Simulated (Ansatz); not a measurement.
Space group Cmcm (No. 63). a = 3.368 Å, b = 11.037 Å, c = 4.341 Å, α = 90.00°, β = 90.00°, γ = 90.00°
```tsv
atom	site	symmetry	x	y	z
Sc	4c	m2m	0.5000	0.6603	0.2500
Al	4c	m2m	0.5000	0.9302	0.2500
```

Equation of state of this ScAl structure (not necessarily the ground state), with shape and atoms relaxed at each volume where symmetry leaves them free. It has no gap at any of these volumes. The calculation used DFT r2SCAN, scalar-relativistic, plane waves, PAW (Ansatz 0.2.0).

Cutoff 500 eV; k points 10×10×12 on the computed 4-atom cell (Γ-centred); Gaussian smearing, width 0.10 eV; no spin polarisation.

```
V (Å³/atom) E − E(largest V) (meV/atom) P (GPa)
     18.960                         3.02     5.26
     19.565                       -11.36     2.44
     20.170                       -15.83    -0.02
     20.775                       -11.66    -2.16
     21.380                         0.00    -4.01
```

Fit a third-order Birch–Murnaghan equation to E(V).

V0 = 20.17 Å³/atom, B0 = 76 GPa, B0' = 3.7.